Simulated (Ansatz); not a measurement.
Input and command of a calculation in Ansatz (plane waves; scalar-relativistic PAW potentials unless the input names others):

```yaml
crystal:
  lattice:
    - [7.241350235, 0.0, 0.0]
    - [0.0, 7.2444809675, 0.0]
    - [0.0, 0.0, 4.4730267732]
  atoms:
    - { symbol: Sr, position: [0.2989021508, 0.2991965886, 0.0] }
    - { symbol: Sr, position: [0.7010978492, 0.7008034114, 0.0] }
    - { symbol: Sr, position: [0.7989021508, 0.2008034114, 0.5] }
    - { symbol: Sr, position: [0.2010978492, 0.7991965886, 0.5] }
    - { symbol: P, position: [0.0, 0.0, 0.0] }
    - { symbol: P, position: [0.5, 0.5, 0.5] }
basis:
  ecutwfc: 420
kpoints:
  mp_grid: { grid: [6, 6, 8] }
hamiltonian:
  xc: pbe
scf:
  max_iter: 80
output:
  forces: true
  eigenvalues: true
  stress: true
```

```bash
ansatz run input.yaml --threads 1 --pin off --max-ram 2560MiB --backend cpu --events-out ev --progress --plain --runs-dir out
```

Task: What will the program do with this input?

Result: The program refuses it, because of no occupation method (scf.occupations: {"method": "gaussian", "width": 0.1} → not typed). With the sound run's settings it is accepted.

Abridged log:
```
Error: YAML parse error: `scf.occupations.method` is required: fixed only where the cell keeps a band gap throughout the run, explicit beside scf.occupations.values (under evaluate: without them), else a smearing such as fermi_dirac (scf.occupations.width is optional; its entry in the input reference gives the default)
```